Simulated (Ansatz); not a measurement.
Values for one crystal, relaxed and computed with LDA (plane waves, PAW; program Ansatz); other levels are named.

| Quantity | Value |
|---|---|
| Volume per atom | 10.32 Å³ |
| Electronic character | metallic (no gap) |
| Highest zone-centre frequency | 407 cm⁻¹ |
| Pressure derivative B′ | 5.0 |
| Formation energy from the elements (no fitted shifts) | -0.65 eV/atom |
| Bulk modulus (Birch–Murnaghan fit) | 230 GPa |
| Density of states at the Fermi level | 0.51 states/eV per atom (mean over ±0.08 eV) |

Problem. Which compound is it?
A) SiNi2, Pnma (Si on 4c, Ni on 4c, Ni on 4c)
B) ZrSi, Cmcm (Si on 4c, Zr on 4c)
C) HfSi2, MoSi2 or CaC2 type
D) TiSi2, Cmcm (Si on 4c, Si on 4c, Ti on 4c)

Solution. A, SiNi2, Pnma (Si on 4c, Ni on 4c, Ni on 4c)

Symmetry was held in the LDA relaxation; of distortions, only those at the zone centre were tested. No spin polarisation was allowed. As this level gives no gap, phonon frequencies hold no LO–TO term and depend on the k-mesh and smearing (Fermi–Dirac, 0.1 eV here). The references are the lowest solids computed at this level, not always the standard phases.

Potentials: the later of the program's two PAW sets.
